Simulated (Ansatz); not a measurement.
Al$_{3}$Pd$_{2}$:
```yaml
crystal:
  lattice:
    - [4.20780, 0.00000, 0.00000]
    - [-2.10390, 3.64406, 0.00000]
    - [0.00000, 0.00000, 5.14528]
  atoms:
    - { symbol: Al, position: [0.00000, 0.00000, 0.00000] }
    - { symbol: Al, position: [0.33333, 0.66667, 0.64529] }
    - { symbol: Al, position: [0.66667, 0.33333, 0.35471] }
    - { symbol: Pd, position: [0.33333, 0.66667, 0.15554] }
    - { symbol: Pd, position: [0.66667, 0.33333, 0.84446] }
```

This is the PBEsol-relaxed structure.

Q: All from the program Ansatz at the PBEsol level (PAW), unless another level is named. Give the formation energy from the elements (no fitted shifts).

A: -76 kJ/mol-atom.

Q: And the density of states at the Fermi level?

A: 0.24 states/eV per atom (mean over ±0.08 eV).

Space group P-3m1 (La2O3 or Ni2Al3 type). The workflow started from a Materials Project entry (that database holds measured and hypothetical structures alike); the Crystallography Open Database copy checked does not list it. Its standing as an ambient phase is unchecked. Symmetry was held in the PBEsol relaxation; whether a distortion lowers the energy is not shown. The run is not spin-polarised. The references are the lowest solids computed at this level, not always the standard phases. Spin–orbit coupling is left out wherever it is not named.

Potentials: the later of the program's two PAW sets.
